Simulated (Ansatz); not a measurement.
## LiF with Cu replacing Li: gradients before and after relaxing the atoms

Start: a supercell of LiF (rock salt type, Fm-3m) built from a structure deposited in the COD, with all atoms left at the host's positions.

Space group Fm-3m (No. 225); a = 12.0840 Å.

```
site  Wyckoff  site symmetry       x       y       z
  Cu       4a           m-3m  0.0000  0.0000  0.0000
 Li2      48h           m.m2  0.1667  0.1667  0.0000
 Li5      32f            .3m  0.3333  0.1667  0.1667
Li15      24e           4m.m  0.5000  0.5000  0.3333
 F28      32f            .3m  0.1667  0.1667  0.1667
 F30      24e           4m.m  0.5000  0.5000  0.1667
 F32      48i           m.m2  0.5000  0.3333  0.3333
 F41       4b           m-3m  0.5000  0.5000  0.5000
```

One atom of each set is listed; the run and its k-mesh use a cell of 54 atoms with edges of 8.54, 8.54, 8.54 Å.

Level of theory: DFT, PBE, plane waves and PAW, scalar-relativistic, 420 eV cutoff, Γ-centred 3×3×3 k-points, Fermi–Dirac smearing 0.01 eV (Ansatz 0.2.0).

The largest force at the start is 1.8 eV/Å. Relaxing the ions at fixed cell moves them by 0.135 Å at most (atom 30, F) and 0.047 Å rms.

| site | moved (Å) | first shell before | first shell after | V_zz before (10²¹ V/m²) | η before |
| --- | --- | --- | --- | --- | --- |
| Cu | 0.000 | 6 F at 2.01 Å | 6 F at 2.15 Å | 0.00 | – |
| Li2 | 0.024 | 6 F at 2.01 Å | 6 F at 2.00–2.03 Å | <0.005 | – |
| Li15 | 0.025 | 6 F at 2.01 Å | 6 F at 1.90–2.01 Å | <0.005 | – |
| F28 | 0.003 | 6 Li at 2.01 Å | 6 Li at 2.01–2.02 Å | 0.018 | 0.00 |
| F30 | 0.135 | 5 Li at 2.01 Å, 1 Cu at 2.01 Å | 5 Li at 1.90–2.03 Å, 1 Cu at 2.15 Å | 1.72 | 0.00 |
| F32 | 0.000 | 6 Li at 2.01 Å | 6 Li at 2.00–2.01 Å | 0.005 | 0.56 |

Q: What are V_zz and η after the relaxation?

A: 

```tsv
site	V_zz after	η after	change of V_zz
Cu	0.00	–	0.00
Li2	0.031	0.66	+0.03
Li15	-0.026	0.00	-0.03
F28	0.11	0.00	+0.10
F30	2.24	0.00	+0.52
F32	-0.58	0.34	-0.59
```

The largest change of V_zz is on F32, from 0.005 to -0.58. In per cent, |V_zz| changes by +30 on F (all sites that start above 0.5). Other sites with |V_zz| of 0.02 or less aren't listed.

The defect repeats with the cell of 54 atoms, so it feels its images: sites between two images don't show the values beside a lone defect, and zeros or small values of η there can come from the images' arrangement.
Before: The neighbours have not yet relaxed around the defect (largest force 1.8 eV/Å), so a real crystal will differ.
After: The relaxation keeps the site symmetry m-3m of the start, so the impurity can't leave its site; a start off the site could end lower.
